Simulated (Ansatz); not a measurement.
A plane-wave DFT run in Ansatz 0.2.0 (scalar-relativistic PAW potentials unless the input names others): input and command.

```yaml
crystal:
  lattice:
    - [3.6416542483, 2.1025100605, 2.9731346594]
    - [-3.6416542483, 2.1025100605, 2.9731346594]
    - [0.0, -4.2050201211, 2.9731346594]
  atoms:
    - { symbol: Si, position: [0.7500480576, 0.2499319666, 0.7500480576] }
    - { symbol: Si, position: [0.7500480576, 0.7500480576, 0.2499319666] }
    - { symbol: Si, position: [0.2499319666, 0.7500480576, 0.7500480576] }
    - { symbol: Si, position: [0.2499519424, 0.7500680334, 0.2499519424] }
    - { symbol: Si, position: [0.7500680334, 0.2499519424, 0.2499519424] }
    - { symbol: Si, position: [0.2499519424, 0.2499519424, 0.7500680334] }
    - { symbol: As, position: [0.2501218309, 0.2501218309, 0.2501218309] }
    - { symbol: As, position: [0.7498781691, 0.7498781691, 0.7498781691] }
basis:
  ecutwfc: 420
kpoints:
  mp_grid: { grid: [9, 9, 9] }
hamiltonian:
  xc: pbe
scf:
  occupations: { method: gaussian, width: 0.1 }
output:
  forces: true
  eigenvalues: true
  stress: true
```

```bash
ansatz run input.yaml --threads 1 --pin off --max-ram 2560MiB --backend cpu --events-out ev --progress --plain --runs-dir out
```

Abridged log:
```
Basis set: ecut = 420 eV, 2721 PW (Γ), exchange–correlation on 72×72×72 points (8 copies of the dense FFT grid, shifted against one another)
Bands: 35, of which v1, the nominal top of the filled ones, is band 27 counted from 1 (26 counted from 0)
Symmetry: 12 space group operations
k-points: 85 of 729
SCF iter   1: F=—  HF=-13524.902958 eV  |F-HF|=—  |Δ(HF+E_count)|=         —  Δρ=1.33e-3  dr2=1.32e-3  ethr=1.77e-3  ⟨swp⟩=9.0  Hψ=15081  notcnv=0  defer=10
SCF iter   2: F=—  HF=-13524.903987 eV  |F-HF|=—  |Δ(HF+E_count)|=   1.03e-3  Δρ=8.28e-4  dr2=5.02e-4  ethr=2.45e-6  ⟨swp⟩=2.1  Hψ=5935  notcnv=0  defer=18
SCF iter   3: F=—  HF=-13524.904505 eV  |F-HF|=—  |Δ(HF+E_count)|=   5.18e-4  Δρ=3.25e-4  dr2=1.06e-4  ethr=9.30e-7  ⟨swp⟩=2.0  Hψ=4978  notcnv=0  defer=18
SCF iter   4: F=—  HF=-13524.904542 eV  |F-HF|=—  |Δ(HF+E_count)|=   3.69e-5  Δρ=7.82e-5  dr2=6.57e-6  ethr=1.97e-7  ⟨swp⟩=2.0  Hψ=5043  notcnv=0  defer=18
SCF iter   5: F=—  HF=-13524.904413 eV  |F-HF|=—  |Δ(HF+E_count)|=   1.29e-4  Δρ=2.04e-5  dr2=5.36e-7  ethr=1.22e-8  ⟨swp⟩=2.0  Hψ=5137  notcnv=0  defer=18
SCF iter   6: F=-13524.904414 eV  HF=-13524.904414 eV  |F-HF|=7.43e-8  |Δ(HF+E_count)|=   3.96e-7  Δρ=6.10e-6  dr2=4.76e-8  ethr=1.85e-10  ⟨swp⟩=8.6  Hψ=12764  notcnv=0
SCF 1 converged in 6 iterations: F = -13524.904414 eV  dr2 = 4.76e-8
SCF converged after 6 iterations
Free energy (F): -13524.904414 eV
Harris-Foulkes:  -13524.904414 eV  (|F-HF|=7.43e-8)
Internal energy: -13524.889407 eV  (E = F + TS)
E sigma→0 (E₀):  -13524.896911 eV
Entropy (-TS):   -0.015006 eV (-1.876 meV/atom)
Fermi energy:    9.590339 eV
--- Forces (eV/Å), atoms counted from 1 ---
  atom   1  Si    -0.00074419     0.00042966    -0.00164554
  atom   2  Si     0.00000000    -0.00085932    -0.00164554
  atom   3  Si     0.00074419     0.00042966    -0.00164554
  atom   4  Si     0.00074419    -0.00042966     0.00164554
  atom   5  Si    -0.00074419    -0.00042966     0.00164554
  atom   6  Si     0.00000000     0.00085932     0.00164554
  atom   7  As     0.00000000     0.00000000    -0.00116873
  atom   8  As     0.00000000     0.00000000     0.00116873
--- Stress (GPa, compression-positive) ---
        0.433240       0.000000       0.000000
        0.000000       0.433240       0.000000
        0.000000       0.000000       0.437561
  P = ⅓ Tr σ = 0.4347 GPa (4.347 kbar)
```

Apart from outputs, empty bands and the relaxation, which only the reference makes, the input differs from a reference run on usual settings in kpoints.mp_grid.grid: [6, 6, 6] → [9, 9, 9]. The reference, at the same geometry, ended its own course with pressure 0.00 GPa, largest force 0.001 eV/Å, no gap on the mesh. This run converged in 6 SCF iterations with an energy at zero smearing 6.79 meV/atom above the reference's, pressure 0.43 GPa, largest force 0.002 eV/Å, no gap on the mesh.

The run took 19 s on 1 thread of Intel(R) Xeon(R) 6975P-C (Granite Rapids) (shared host), peak memory 0.59 GiB.